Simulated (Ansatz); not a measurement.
**Surface calculation: bcc Ba (110), 4 layers**

The slab is cut from the bcc crystal, the stable phase, as relaxed on PAW files (63.44 Å³/atom), with 20 Å of vacuum and a dipole correction:

```
Ba
1.0
     4.35177    0.00000    0.00000
    -1.45059    4.10289    0.00000
     0.00000    0.00000   30.65960
Ba
4
Direct
  0.25000 0.25000 0.32616
  0.75000 0.75000 0.44205
  0.25000 0.25000 0.55795
  0.75000 0.75000 0.67384
```

All numbers are PBE results (scalar-relativistic) from Ansatz 0.2.0, with a Γ-centred 9×9×1 k mesh, Fermi–Dirac smearing of 0.05 eV, no spin polarisation. Methods: LAPW: all electrons, basis error target 1 meV/atom; PAW: frozen-core files, cutoff 420 eV.

The bulk energy comes from a cell in the slab's orientation on a 9×9×5 mesh. The surface energy is (E(slab) − N·E(bulk))/2A at zero smearing, the mean of both faces; thin slabs carry quantum-size effects.

Spin–orbit coupling is left out, which matters for the heavy atoms.

**Question.** As cut, the LAPW slab lies 0.700 eV above 4 atoms of bulk. What surface energy is that?

**Answer.** Over two faces of 17.85 Å² it is 19.6 meV/Å², and times 16.02 J/m² per eV/Å² that gives γ = 0.314 J/m².

**Question.** What do relaxation and the other method give, and what work function comes out?

**Answer.** 

```tsv
method	γ as cut (J/m²)	γ relaxed (J/m²)	Φ as cut (eV)	Φ relaxed (eV)
LAPW	0.314	0.312	2.41	2.40
PAW	0.314	0.312	2.41	2.40
```

**Question.** How do the spacings between the planes relax?

**Answer.** From the bottom face up: d12 -2.4 % of 3.553 Å, d23 +0.5 % of 3.553 Å, d34 -2.4 % of 3.553 Å.

**Question.** What changes if the vacuum is set to 11 Å?

**Answer.** LAPW then gives: no gap, work function 2.33 (top) and 2.36 (bottom) eV; PAW: no gap, work function 2.36 eV. The program warns that the vacuum is too thin.

**Question.** What changes if relativity is switched off, at the same positions?

**Answer.** LAPW then gives: no gap, work function 2.39 eV.

**Question.** A 3d core hole is made on one atom of each kind in every 1×1 cell (PAW hole dataset, neutral cell, valence without spin). What does it cost by layer?

**Answer.** layer 1 780.43 eV, layer 2 780.17 eV. Shifts between layers mean more than the absolute values, and a whole layer of holes screens otherwise than one hole.
